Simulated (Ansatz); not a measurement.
NbC:
```xyz
2
Lattice="0.0000 2.2248 2.2248 2.2248 0.0000 2.2248 2.2248 2.2248 0.0000" Properties=species:S:1:pos:R:3 pbc="T T T"
Nb     0.0000     0.0000     0.0000
C      2.2248     2.2248     2.2248
```

Relaxed with PBEsol.

Q: Map the electron localisation function on the plane through (0.000, 0.000, 0.000) spanned by u = [1, 0, 0] and v = [0, 1, -1] in lattice vectors, from PBEsol in the plane-wave PAW code Ansatz.

A: x is the fraction of u, y of v (the angle between them is 90°; rows are the nearest grid lines); atoms in the plane: Nb at (0.00, 0.00), C at (0.50, 0.50).
```
|03897312321379830|
|35997212321279953|
|89995224542259998|
|99963257875236999|
|77532589998523577|
|32225899999852223|
|11258997679985211|
|22479972127997422|
|33589961016998533|
|22479972127997422|
|11258997679985211|
|32225899999852223|
|77532589998523577|
|99963257875236999|
|89995224542259998|
|35997212321279953|
|03897312321379830|
```
Scale: ten equal steps from 0.020 (start of '0') to 0.777 (end of '9'), in the order '0123456789'; x runs from 0.000 to 1.00, y from 0.000 (bottom) to 1.00 (top).

The density is the valence pseudo-density with augmentation charge, so density and ELF within about 1 Å of a nucleus are not all-electron values.

Space group Fm-3m (rock salt). Symmetry was held in the PBEsol relaxation. No spin polarisation was allowed.

Potentials: the later of the program's two PAW sets.
